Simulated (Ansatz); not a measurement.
The cell below belongs to a search over invented structures; it isn't taken from experiment.

Input and command of a plane-wave DFT calculation in Ansatz:

```yaml
crystal:
  lattice:
    - [-2.25898624, 2.25898624, 5.47493659]
    - [2.25898624, -2.25898624, 5.47493659]
    - [2.25898624, 2.25898624, -5.47493659]
  atoms:
    - { symbol: Li, position: [0.0, 0.0, 0.0] }
    - { symbol: La, position: [0.75, 0.25, 0.5] }
    - { symbol: Cd, position: [0.25, 0.75, 0.5] }
    - { symbol: As, position: [0.63032198, 0.63032198, 0.0] }
    - { symbol: As, position: [0.36967802, 0.36967802, 0.0] }
basis:
  ecutwfc: 420
kpoints:
  mp_grid: { grid: [5, 5, 5] }
hamiltonian:
  xc: pbe
scf:
  occupations: { method: gaussian, width: 0.2 }
  lower_state_search: "off"
output:
  forces: true
  stress: true
  eigenvalues: true
relax:
  adjacent_minimum: "off"
  f_tol: 0.08
  max_steps: 16
  cell: { stress_tol: 0.8 }
```

```bash
ansatz run input.yaml --threads 1 --pin off --max-ram 2560MiB --backend cpu --events-out ev --progress --plain --runs-dir out
```

Processor: Intel(R) Xeon(R) Processor @ 2.70GHz, 1 thread, on a host shared with other jobs.

Q: Estimate time, memory and problem size.

A: About 95 s, peak memory 0.51 GiB. It solves 39 bands at 18 k points (after reduction by symmetry) with about 2757 plane waves (on the last cell), in 43 SCF iterations over 6 ionic steps.
